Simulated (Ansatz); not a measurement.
Values for one crystal, relaxed and computed with PBEsol (plane waves, PAW; program Ansatz); other levels are named.

| Item | Result |
|---|---|
| Volume per atom | 15.58 Å³ |
| Electronic character | metallic (no gap) |
| Pressure derivative B′ | 4.0 |
| Formation energy from the elements (no fitted shifts) | -316 meV/atom |
| Density of states at the Fermi level | 0.17 states/eV per atom (mean over ±0.08 eV) |
| Bulk modulus (Birch–Murnaghan fit) | 138 GPa |
| Zone-centre stability | no imaginary mode at Γ |

Q: Which compound is it?
A. AlRu, R-3m (Al on 3a, Ru on 3b)
B. TaAl3, I4/mmm (Ta on 2a, Al on 2b, Al on 4d)
C. AlRh, CsCl type
D. AlNi, CsCl type

A: B, TaAl3, I4/mmm (Ta on 2a, Al on 2b, Al on 4d)

The workflow started from a Materials Project entry (that database holds measured and hypothetical structures alike); the Crystallography Open Database files this formula in space group No. 139, but the cells were not matched. Whether it is the stable phase at ambient conditions was not checked. Symmetry was held in the PBEsol relaxation. No spin polarisation was allowed. The references are the lowest solids computed at this level, not always the standard phases. Spin–orbit coupling is left out wherever it is not named.

Potentials: the later of the program's two PAW sets.
